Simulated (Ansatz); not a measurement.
Te₂Mo:
```xyz
3
Lattice="3.5419 0.0000 0.0000 -1.7709 3.0674 0.0000 0.0000 0.0000 7.9088" Properties=species:S:1:pos:R:3 pbc="T T T"
Te     0.0000     2.0449     6.1144
Te     0.0000     2.0449     1.7944
Mo     0.0000     0.0000     0.0000
```

Relaxed with r²SCAN+D4. Special points in fractions of this cell's reciprocal vectors: Γ (0.000, 0.000, 0.000); M (0.500, 0.000, 0.000); K (0.333, 0.333, 0.000); A (0.000, 0.000, 0.500); L (0.500, 0.000, 0.500); H (0.333, 0.333, 0.500).

**Question.** List the band energies nearest the valence-band maximum at these points for the program Ansatz at the r²SCAN+D4 level (PAW).

**Answer.** In eV from the valence-band maximum; about four levels below and three above (degenerate sets whole), none deeper than 8.9 eV; points with the same levels are listed once.

```tsv
k	below	above
Γ	-1.21 -1.01 -1.01 -0.76	3.22 3.22 3.45 3.45
M	-2.50 -1.50 -0.93 -0.48	1.47 1.75 3.78
K	-3.37 -3.09 -1.65 -0.06	1.13 2.17 2.49
A	-1.83 -1.83 -1.02 -1.02 -0.19	3.15 3.15 3.53 3.53
L	-2.52 -2.09 -0.68 -0.43	1.48 1.90 3.16
H	-3.21 -2.98 -2.17 0.00	1.15 1.82 2.83
```

Space group P-6m2. The workflow started from a Materials Project entry (that database holds measured and hypothetical structures alike); the Crystallography Open Database copy checked does not list it. It is not the phase usual at ambient conditions (space group No. 194). The r²SCAN+D4 relaxation kept the symmetry of its start; whether a distortion lowers the energy is not shown. No spin polarisation was allowed. Spin–orbit coupling is left out wherever it is not named.

Potentials: the later of the program's two PAW sets.
